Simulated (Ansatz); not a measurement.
**Two states of Gd**

```
CELL_PARAMETERS angstrom
3.62647 0.00000 0.00000
-1.81323 3.14061 0.00000
0.00000 0.00000 5.76743
ATOMIC_POSITIONS crystal
Gd 0.33333 0.66667 0.25000
Gd 0.66667 0.33333 0.75000
```

The numbers come from plane-wave PAW DFT (Ansatz): PBE, 420 eV, 8×8×4 Γ-centred k points, fermi-dirac occupations (width 0.1 eV). Nothing was relaxed.

State A: Gd1 up, Gd2 down (collinear spin). State B: Gd1 down, Gd2 down (collinear spin).

Question: Which state is lower, and how do they differ?

Answer: State A is lower by 8.6 meV an atom at zero smearing; in free energy at this smearing B lies +7.3 meV an atom from A. So small a gap isn't resolved on this mesh where a state is a metal.

```json
{"state": "A", "free energy (meV/atom)": "0.0", "largest moment in a small sphere (μB)": "7.22", "net moment (μB/cell)": "0.00", "gap on mesh (eV)": "metal", "pressure (GPa)": "0.4", "largest force (eV/Å)": "0.00"}
{"state": "B", "free energy (meV/atom)": "7.3", "largest moment in a small sphere (μB)": "7.32", "net moment (μB/cell)": "15.21", "gap on mesh (eV)": "metal", "pressure (GPa)": "1.0", "largest force (eV/Å)": "0.00"}
```

Origin: a database entry at a rescaled volume. Caveats: f shells without a U or exact exchange are poorly placed.
